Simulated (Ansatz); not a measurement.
The calculation used DFT PBE, scalar-relativistic, plane waves, PAW in Ansatz 0.2.0. Settings: cutoff 420 eV, Γ-centred meshes spaced at most about 0.3 Å⁻¹, and about 0.25 Å⁻¹ or finer for metals (2π included), Gaussian smearing. No spin polarisation in the final relaxations.

Temperature and zero-point effects are left out.

Compare these two cells of Be2ZnSe3, each relaxed at this level.

A. Space group P-4m2 (No. 115), tetragonal, a = 3.470 Å, c = 11.954 Å. Around Be lie 1 Se at 2.20 Å and 4 Se at 2.52 Å; Zn has 4 Se at 2.45 Å; Se on a site of symmetry 2mm is surrounded by 1 Be at 2.20 Å and 4 Be at 2.52 Å; Se on a site of symmetry -4m2 has 4 Zn at 2.45 Å.

B. Space group P6/mmm (No. 191), hexagonal, a = 6.953 Å, c = 2.826 Å. Be has 6 Se at 2.45 Å and 2 Be at 2.83 Å; Zn has 2 Zn at 2.83 Å; Se is surrounded by 4 Be at 2.45 Å and 2 Se at 2.83 Å.

**Question.** Which would you expect to be lower, and how large is the difference?

**Answer.** A is lower, by 0.46 eV/atom. A has space group P-4m2 (No. 115), 24.0 Å³/atom and no gap on its mesh; B has space group P6/mmm (No. 191), 19.7 Å³/atom and no gap. Counting Se atoms around Be and Zn (those within 1.25 times the shortest such distance or 1.15 times the sum of covalent radii; a plus sign parts nearer from farther groups; the shortest distance is added where it is long for a bond), A has Be 1+4, Zn 4 and B has Be 6, Zn 12 from 3.8 Å. Both come from invented guesses. A third cell relaxed alike, in P1, lies 0.31 eV/atom below the lower of the two.

No dispersion correction is applied, so the spacing and binding between layers, chains or molecules are poorly described (P-4m2), and this can change margins and order among such cells. Cells relaxed within their symmetry can be saddle points.
